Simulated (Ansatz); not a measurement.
Cd4Se3S: stable or not

The cell was found from a structure generator's guess, not taken from experiment.

Theory: DFT PBE, scalar-relativistic, plane waves, PAW (Ansatz). Plane waves to 420 eV, a 6×6×6 mesh through Γ for the 8-atom cell and 0.02 eV Gaussian smearing; no spin polarisation.

Space group P-43m (No. 215). a = 6.128 Å, b = 6.128 Å, c = 6.128 Å, α = 90.00°, β = 90.00°, γ = 90.00°
| atom | site | symmetry | x | y | z |
| --- | --- | --- | --- | --- | --- |
| Cd | 4e | .3m | 0.7561 | 0.7561 | 0.2439 |
| Se | 3c | -42.m | 0.0000 | 0.5000 | 0.5000 |
| S | 1a | -43m | 0.0000 | 0.0000 | 0.0000 |

Energies over the elements count from the elements' standard structures at the same level, with no fitted energy shifts.

Question: These tests were run: energy against the elements; random kick, then relaxation without symmetry; phonons at Γ; elastic tensor. What do they show?

Answer:

```
                                         test                       result
                  energy against the elements               −0.635 eV/atom
random kick, then relaxation without symmetry                      returns
                                 phonons at Γ  lowest optical mode 44 cm⁻¹
                               elastic tensor      least eigenvalue 18 GPa
```

It fails none of these tests. Other phases of the system weren't compared here, so this isn't yet thermodynamic stability. Phonons away from Γ weren't computed.

The reference forms of S and Se are held partly by dispersion forces, which this level lacks. The kick test ran on a coarse mesh. The run for the phonons used a 6×6×6 k mesh. The run for the elastic tensor used a 6×6×6 k mesh.
